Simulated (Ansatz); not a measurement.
SnTe (rock salt, Fm-3m), plane-wave PAW r²SCAN (Ansatz code). The conduction-band minimum lies at L, with 4 equivalent valleys. Second derivatives d²E/dk² of the lowest band at one valley (eV·Å²), along Cartesian directions:

```json
[
 {"direction": "[100]", "d²E/dk²": "82.65"},
 {"direction": "[010]", "d²E/dk²": "82.65"},
 {"direction": "[001]", "d²E/dk²": "82.65"},
 {"direction": "[110]", "d²E/dk²": "101.0"},
 {"direction": "[101]", "d²E/dk²": "65.37"},
 {"direction": "[011]", "d²E/dk²": "65.37"}
]
```

Task: Find the principal effective masses, the density-of-states mass and the conductivity mass.

Result: Off-diagonal terms follow from H_xy = H[110] − (H_xx + H_yy)/2, and m*/mₑ = 7.620 eV·Å² over each eigenvalue: 0.065, 0.12, 0.12. One valley's DOS mass (m₁m₂m₃)^(1/3) = 0.096, conductivity mass 3/(Σ 1/mᵢ) = 0.092 mₑ.

Task: What effective density of states Nc follows at 300 K for parabolic valleys?

Result: Nc = 2.509e19 × 4 × (0.096)^(3/2) ≈ 3.0e18 cm⁻³.

The r²SCAN relaxation kept the symmetry of its start. At this level the phase is dynamically unstable (imaginary phonons). Spin–orbit coupling is left out wherever it is not named.

Potentials: the later of the program's two PAW sets.

Edges and masses are those of Kohn–Sham bands, whose gap is no quasiparticle gap.
